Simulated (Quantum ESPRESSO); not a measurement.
# Band energies of AlSb

```
CELL_PARAMETERS angstrom
      0.00000     3.05145     3.05145
      3.05145     0.00000     3.05145
      3.05145     3.05145     0.00000
ATOMIC_POSITIONS crystal
  Al 0.00000 0.00000 0.00000
  Sb 0.25000 0.25000 0.25000
```

norm-conserving LDA (Quantum ESPRESSO, 84 Ry, without SOC); path ΓXWKΓLUWLK,UX; energies in eV from the valence-band maximum.

```csv
k (1/Å),point,band 5,band 6,band 7,band 8,band 9,band 10,band 11,band 12
0.00,Γ,-28.15,-10.88,0.00,0.00,0.00,1.54,3.15,3.15
0.23,,-28.15,-10.73,-1.22,-0.46,-0.46,2.49,2.90,3.82
0.57,,-28.15,-9.97,-3.63,-1.58,-1.58,1.54,2.77,6.03
0.80,,-28.14,-9.27,-4.96,-2.06,-2.06,1.17,1.82,7.68
1.03,X,-28.14,-8.87,-5.57,-2.23,-2.23,1.13,1.38,8.82
1.16,,-28.14,-8.87,-5.54,-2.38,-2.33,1.39,1.67,8.19
1.54,W,-28.15,-8.84,-5.32,-3.13,-2.80,3.91,4.47,4.60
1.79,,-28.15,-8.90,-5.34,-3.30,-2.12,2.05,4.10,6.08
1.91,K,-28.15,-8.91,-5.36,-3.34,-1.87,1.62,4.06,6.89
2.11,,-28.15,-9.17,-5.07,-3.36,-1.43,2.10,5.63,5.73
2.31,,-28.15,-9.66,-4.44,-2.76,-0.90,2.59,4.61,4.76
2.60,,-28.15,-10.43,-2.71,-1.32,-0.25,2.62,3.60,3.60
2.90,,-28.15,-10.85,-0.41,-0.11,-0.01,1.85,3.16,3.17
3.00,Γ,-28.15,-10.88,0.00,0.00,0.00,1.54,3.15,3.15
3.10,,-28.15,-10.85,-0.44,-0.04,-0.04,1.83,3.21,3.21
3.40,,-28.15,-10.44,-2.97,-0.47,-0.47,1.83,3.78,3.78
3.59,,-28.15,-9.96,-4.44,-0.74,-0.74,1.50,3.86,3.86
3.89,L,-28.15,-9.48,-5.51,-0.92,-0.92,1.30,3.75,3.75
4.21,,-28.15,-9.26,-5.34,-2.53,-1.34,2.19,4.13,4.83
4.42,,-28.15,-8.99,-5.29,-3.34,-1.73,1.78,4.80,6.09
4.52,U,-28.15,-8.91,-5.36,-3.34,-1.87,1.62,4.06,6.89
4.76,,-28.15,-8.87,-5.33,-3.20,-2.57,3.04,4.22,5.19
4.89,W,-28.15,-8.84,-5.32,-3.13,-2.80,3.91,4.47,4.60
4.98,,-28.15,-8.88,-5.30,-3.21,-2.63,3.72,4.20,4.84
5.25,,-28.15,-9.20,-5.30,-2.73,-1.62,2.84,3.43,5.59
5.52,,-28.15,-9.46,-5.49,-1.16,-0.96,1.54,3.67,3.85
5.61,L,-28.15,-9.48,-5.51,-0.92,-0.92,1.30,3.75,3.75
5.70,,-28.15,-9.46,-5.49,-1.16,-0.96,1.54,3.68,3.85
5.97,,-28.15,-9.21,-5.31,-2.78,-1.43,2.12,4.48,5.12
6.15,,-28.15,-8.98,-5.30,-3.36,-1.76,1.76,4.70,6.24
6.24,K,-28.15,-8.91,-5.36,-3.34,-1.87,1.62,4.06,6.89
6.24,U,-28.15,-8.91,-5.36,-3.34,-1.87,1.62,4.06,6.89
6.34,,-28.14,-8.88,-5.44,-3.08,-2.03,1.45,3.05,7.51
6.61,X,-28.14,-8.87,-5.57,-2.23,-2.23,1.13,1.38,8.82
```

The LDA gap is indirect, 1.12 eV, from Γ to 89 % of the way from Γ to X; the smallest direct gap is 1.54 eV. Another conduction extremum on the path lies within 0.02 eV, too close to call.

Without spin-orbit coupling, band edges of such heavy elements can be off by tenths of an eV.

Geometry relaxed with LDA.
